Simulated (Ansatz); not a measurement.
Elastic constants of MgO (Fm-3m), step by step

```xyz
2
Lattice="0.0000 2.0796 2.0796 2.0796 0.0000 2.0796 2.0796 2.0796 0.0000" Properties=species:S:1:pos:R:3 pbc="T T T"
Mg    0.0000    0.0000    0.0000
O     2.0796    2.0796    2.0796
```

Unless marked otherwise, the numbers come from LDA, all-electron LAPW in Ansatz 0.2.0, scalar-relativistic. k mesh 10×10×10, fixed occupations, basis error target 0.5 meV/atom. The cell was relaxed by PAW under this functional, which moved its volume by -4 % from the database entry's.

The cell is cubic and carries a residual pressure of 0.26 GPa at this level. Each strain component that symmetry leaves independent is applied at ±0.003 and ±0.006, the ions relax wherever a strain frees them, and the stress (tension positive, GPa) is read. Shears are engineering strains, γ = 2ε.

```csv
strain,size,σxx,σyy,σzz,σyz,σxz,σxy
xx,-0.006,-2.3034,-0.8434,-0.8434,0.0000,0.0000,0.0000
xx,-0.003,-1.2633,-0.5503,-0.5503,0.0000,0.0000,0.0000
xx,+0.003,0.7054,0.0254,0.0254,0.0000,0.0000,0.0000
xx,+0.006,1.6363,0.3081,0.3081,0.0000,0.0000,0.0000
yz,-0.006,-0.2572,-0.2652,-0.2652,-0.9186,0.0000,0.0000
yz,-0.003,-0.2599,-0.2619,-0.2619,-0.4593,0.0000,0.0000
yz,+0.003,-0.2599,-0.2619,-0.2619,0.4593,0.0000,0.0000
yz,+0.006,-0.2572,-0.2652,-0.2652,0.9186,0.0000,0.0000
```

The slope is [8(σ(+δ) − σ(−δ)) − (σ(+2δ) − σ(−2δ))]/(12δ), and the program imposes the crystal's symmetry on the matrix.

Question: What are the independent elastic constants?

Answer: C11 = 328.1, C12 = 95.9, C44 = 153.1 GPa.

Question: Do they meet the Born conditions?

Answer: C11 − C12 = 232.1, C11 + 2C12 = 520.0 and C44 = 153.1 GPa must all be positive, so the crystal is elastically stable; that says nothing yet of its phonons.

Question: What moduli does a random aggregate of grains have?

Answer: B = (C11 + 2C12)/3 = 173.3 GPa. G_V = (C11 − C12 + 3C44)/5 = 138.3 and G_R = 5(C11 − C12)C44/(4C44 + 3(C11 − C12)) = 135.8, so G_H = 137.0 GPa. Then E = 9BG/(3B + G) = 325.3 GPa, ν = (3B − 2G)/(6B + 2G) = 0.187 and B/G = 1.26, on the brittle side of Pugh's 1.75 (a rule of thumb, made for metals; it doesn't predict ductility here).

Question: With the density of 3.721 g/cm³, how fast does sound travel, and what Debye temperature follows?

Answer: 

```tsv
direction	slow (m/s)	middle (m/s)	fast (m/s)
[100]	6415	6415	9390
[110]	5585	6415	9906
[111]	5875	5875	10072
```

The mean of v⁻³ over directions and branches gives v_m = 6679 m/s and θ_D = (ħ/k_B) v_m (6π²n)^(1/3) = 956 K, n being atoms per volume. Young's modulus spans 285 to 355 GPa over directions, and the universal anisotropy index is 0.09.

Question: How far do the constants move if PAW replaces LAPW in the same cell?

Answer: 

```csv
constant,LAPW (GPa),PAW (GPa),difference
C11,328.1,325.2,-2.9
C12,95.9,95.6,-0.3
C44,153.1,153.0,-0.1
```

Question: How do the constants change if the ions are clamped to the homogeneous strain?

Answer: None moves by more than 0.3 GPa: by symmetry a homogeneous strain puts no force on these sites.

Keep in mind: the frozen-core PAW files of the compared runs were fitted under PBE, their cores solved anew for this functional.
